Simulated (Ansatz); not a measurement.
**ScGePd: computed properties**

All numbers below come from DFT r2SCAN, scalar-relativistic, plane waves, PAW in Ansatz 0.2.0.

Plane waves to 500 eV, a k mesh through Γ of 6×6×10 on the computed 9-atom cell and Gaussian smearing (0.10 eV); no spin polarisation.

The structure is relaxed at this level of theory with its symmetry kept. Whether it is the stable form of this composition wasn't checked.

```cif
data_structure
_symmetry_space_group_name_H-M 'P-62m'
_symmetry_Int_Tables_number 189
_cell_length_a 6.7100
_cell_length_b 6.7100
_cell_length_c 3.9452
_cell_angle_alpha 90.000
_cell_angle_beta 90.000
_cell_angle_gamma 120.000
_cell_volume 153.83
loop_
_atom_site_label
_atom_site_type_symbol
_atom_site_symmetry_multiplicity
_atom_site_Wyckoff_symbol
_atom_site_fract_x
_atom_site_fract_y
_atom_site_fract_z
_atom_site_occupancy
Sc1 Sc 3 f 0.00000 0.57697 0.00000 1
Ge1 Ge 2 d 0.33333 0.66667 0.50000 1
Ge2 Ge 1 a 0.00000 0.00000 0.00000 1
Pd1 Pd 3 g 0.00000 0.24844 0.50000 1
```

| Quantity | Value |
| --- | --- |
| Space group | P-62m (No. 189) |
| Volume per atom | 17.09 Å³ |
| Generalised Kohn–Sham band gap | none (metal) |
| Density of states at the Fermi level | 6.31 states/eV per cell |
| Löwdin character within 0.5 eV of the Fermi level | Sc 3d 44 %, Ge 4p 27 %, Pd 4d 23 % |
| Bulk modulus | 131 GPa |
| Its pressure derivative | 4.6 |
| Bader charges (e) | Sc (3 in the cell) 1.60, Ge (2 in the cell) -1.03, Ge (1 in the cell) -0.27, Pd (3 in the cell) -0.82 |

Cost: 9 runs of about 32 core-minutes in all, on Oxide Virtual Turin-like Processor (Zen 5) (shared hosts).